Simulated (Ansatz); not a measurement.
**HgPd: energy along a strain**

HgPd, P4/mmm, a = 3.030 Å, c = 3.692 Å (as given, not relaxed at this level: 0.0 GPa). The structure is a COD entry; whether it is the stable form wasn't checked. Ansatz: PBEsol, PAW, 420 eV, Γ-centred 16×16×14 mesh on 2 atoms, Gaussian smearing 0.15 eV; no spin polarisation. Cell vectors (Å): 3.030 0.000 0.000; 0.000 3.030 0.000; 0.000 0.000 3.692. The cell is strained by x per cent times the pattern (0 0 0 0 0 1) in the order xx yy zz yz xz xy (engineering shears), with fractional coordinates held. y is the free energy over the start, V0 = 16.947 Å³/atom. Symmetry makes y even in x.

| x (%) | y (meV/atom) |
| --- | --- |
| -4.00 | ? |
| -2.00 | 0.85 |
| 0.00 | 0.00 |
| 0.50 | 0.05 |
| 1.00 | 0.21 |
| 1.50 | 0.48 |
| 2.50 | 1.33 |
| 3.00 | 1.91 |
| 3.50 | 2.60 |

Task: Fit y = c2 x² + c4 x⁴ to the other rows, get the stiffness along the pattern, and predict the missing energy.

Result: Least squares on the rows shown. y = 0.2128 x² − 4.924×10⁻⁵ x⁴. The clamped-ion stiffness p·C·p = 2 × 2.128 eV × 160.2 / 16.947 Å³ = 40 GPa, which is C66 in these axes. At x = -4.00 the fit asked for gives 3.39 meV/atom. The run gave 3.40 meV/atom, so the fit is 0.01 meV/atom too low, a small miss on the scale of the series.

Spin–orbit coupling is left out, which can shift energies with elements as heavy as these.